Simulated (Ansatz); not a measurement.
GaSb:
```cif
data_Ga4Sb4
_chemical_formula_sum 'Ga4 Sb4'
_space_group_name_H-M_alt 'P63mc'
_space_group_IT_number 186
_space_group_name_Hall 'P 6c -2c'
_cell_length_a 4.32891
_cell_length_b 4.32891
_cell_length_c 14.20170
_cell_angle_alpha 90.000
_cell_angle_beta 90.000
_cell_angle_gamma 120.000
loop_
_atom_site_label
_atom_site_type_symbol
_atom_site_symmetry_multiplicity
_atom_site_Wyckoff_symbol
_atom_site_fract_x
_atom_site_fract_y
_atom_site_fract_z
_atom_site_occupancy
Ga1 Ga 2 b 0.33333 0.66667 0.49976 1
Sb1 Sb 2 b 0.66667 0.33333 0.18774 1
Ga2 Ga 2 a 0.00000 0.00000 0.25048 1
Sb2 Sb 2 a 0.00000 0.00000 0.43702 1
```

Relaxed with r²SCAN.

Q: Tabulate the valence density and the electron localisation function along the shortest Ga–Sb contact (2.65 Å), DFT-r²SCAN in the program Ansatz with PAW potentials.

A: 

```tsv
distance from Ga (Å)	density (e/Å³)	ELF
0.26	23.97	0.03
0.40	9.94	0.03
0.53	3.46	0.09
0.66	1.33	0.19
0.79	0.71	0.27
0.93	0.50	0.34
1.06	0.43	0.48
1.19	0.41	0.66
1.32	0.43	0.73
1.46	0.47	0.68
1.59	0.56	0.55
1.72	0.74	0.42
1.85	1.31	0.31
1.99	2.71	0.20
2.12	5.20	0.10
2.25	8.56	0.05
2.38	12.10	0.03
```

The density is the valence pseudo-density with augmentation charge, so density and ELF within about 1 Å of a nucleus are not all-electron values.

Space group P6_3mc. The start of the workflow was typed in or built on a structure type; the Crystallography Open Database copy checked does not list it. It is not the phase usual at ambient conditions (space group No. 216). The cell was relaxed with r²SCAN under the symmetry of its start; whether a distortion lowers the energy is not shown. Scalar-relativistic: spin–orbit coupling is off unless named, which matters more the heavier the elements.

Potentials: the earlier of the program's two PAW sets.
